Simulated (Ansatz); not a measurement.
Here is the system:

ZnS (zinc blende)

```
ZnS
1.0
    0.00000     5.44344     5.44344
    2.72172     2.72172     5.44344
    2.72172     2.72172     0.00000
S Zn
2 2
Direct
  0.00000   0.75000   0.75000
  0.50000   0.75000   0.75000
  0.00000   0.00000   0.00000
  0.50000   0.00000   0.00000
```

The atoms are displaced by Q × the pattern below (from a DFPT mode at X = (0.5, 0.5, 0.0), largest move 1; Q in Å), at fixed cell. It is one choice among 2 degenerate patterns. (q is in reciprocal vectors of the primitive cell; the cell shown is doubled to hold the pattern.)

```
atom       x       y      z
----  ------  ------  -----
S1    -0.607   0.000  0.000
S2     0.607   0.000  0.000
Zn3    0.000  -1.000  0.000
Zn4    0.000   1.000  0.000
```

Level of theory: PBE (plane waves to 420 eV, PAW, scalar-relativistic; Ansatz, a quantum-chemistry and plane-wave program). k mesh 10×10×10 (Γ-centred), Fermi-Dirac smearing 0.05 eV. Energies are smeared free energies. ZnS was relaxed with its symmetry unable to fall. The zero of ΔE is the undisplaced structure.

The scan covers Q from -0.100 to 0.100 Å in 13 points.

Task: Is this a single well or a double well?

Result: A single well with its minimum at or next to zero displacement.

Task: Which space group does the distorted structure have?

Result: C222_1 (No. 20), lowered from F-43m.

Task: What is the energy change at Q = 0.100 Å?

Result: 22.8 meV/cell.

Task: What harmonic wavenumber does the curvature at Q = 0 give?

Result: 90 cm⁻¹.

(For displaced atoms, the force is minus the slope of the energy, and its curvature is a force constant, which sets phonon frequencies.)
